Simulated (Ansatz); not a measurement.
Starting cell, TiHg (space group P4/mmm):

```xyz
2
Lattice="2.9841 0.0000 0.0000 0.0000 2.9841 0.0000 0.0000 0.0000 4.1125" Properties=species:S:1:pos:R:3 pbc="T T T"
Ti     1.4920     1.4920     2.0562
Hg     0.0000     0.0000     0.0000
```

In this cell atom 1 (Ti, nearest neighbour Hg at 2.946 Å; its periodic images, 3.0 Å or more away, move with it) is moved by u·(0.707, 0.707, 0.000) + v·(0.000, 0.000, 1.000); the rest is frozen.

Level of theory: r2SCAN (plane waves to 500 eV, PAW, scalar-relativistic; Ansatz, a first-principles code). k mesh 13×13×9 (Γ-centred), Fermi-Dirac smearing 0.05 eV. Compression counts positive. With partly filled bands, energies and forces of such displacements shift with the k mesh and the smearing. Spin-orbit coupling is left out, though Hg is heavy. TiHg is run without spin polarisation. TiHg was relaxed with its symmetry unable to fall. The last digit holds for this mesh only.

Changes of P (GPa) from the point u = 0.000 Å, v = 0.000 Å when one coordinate moves alone (two changes are said to add if the coupling is within 5 % of the smaller one, nearly so within 20 %):

```
point                      change
-------------------------  ------
u = 0.000 Å, v = -0.440 Å    9.91
u = 0.000 Å, v = -0.220 Å    2.37
u = -0.440 Å, v = 0.000 Å    5.07
u = -0.220 Å, v = 0.000 Å    1.25
u = 0.220 Å, v = 0.000 Å     1.25
u = 0.440 Å, v = 0.000 Å     5.07
u = 0.000 Å, v = 0.220 Å     2.37
u = 0.000 Å, v = 0.440 Å     9.91
```

**Question.** What is the change at u = 0.220 Å, v = -0.220 Å, where both move, and how far is it from the sum?

**Answer.** The sum of the single changes is 1.25 + (2.37) = 3.62; the calculation gives 3.78, so the coupling contributes 0.16 (under 20 % of the smaller single change, nearly additive).

**Question.** What is the change at u = 0.440 Å, v = 0.220 Å, where both move, and how far is it from the sum?

**Answer.** The sum of the single changes is 5.07 + (2.37) = 7.44; the calculation gives 8.06, so the coupling contributes 0.62 (over 20 % of the smaller single change, not additive).

**Question.** Do the two effects add at u = 0.440 Å, v = 0.440 Å? Give the computed change.

**Answer.** The sum of the single changes is 5.07 + (9.91) = 14.98; the calculation gives 17.42, so the coupling contributes 2.44 (over 20 % of the smaller single change, not additive).

(A displaced cell: forces are minus the slopes of the energy, force constants its curvatures, and phonons follow from these.)
